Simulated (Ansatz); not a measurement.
AgI:
```yaml
crystal:
  lattice:
    - [0.00000, 2.95004, 2.95004]
    - [2.95004, 0.00000, 2.95004]
    - [2.95004, 2.95004, 0.00000]
  atoms:
    - { symbol: Ag, position: [0.00000, 0.00000, 0.00000] }
    - { symbol: I, position: [0.50000, 0.50000, 0.50000] }
```

Relaxed with LDA.

Give the optical modes at the zone centre with their infrared activity from DFPT, LDA (plane waves, PAW; program Ansatz).

Transverse frequencies, without the LO–TO term; a row sums one degenerate level.

```csv
ω (cm⁻¹),degeneracy,IR ((D/Å)²/amu),activity,symmetry
74,3,3.26,IR,T1u
```

How high does the top mode go among those that the LO–TO term moves?

103 cm⁻¹ for q along x.

Space group Fm-3m (rock salt). This is a known high-pressure phase of the composition, computed here at zero pressure and temperature. The cell was relaxed with LDA under the symmetry of its start; phonons show weakly imaginary modes. No spin polarisation was allowed. Scalar-relativistic: spin–orbit coupling is off unless named, which matters more the heavier the elements.

Potentials: the earlier of the program's two PAW sets. The files were generated under PBE; for other functionals the program regenerates the frozen cores, and for LDA and PBEsol the local potential too.
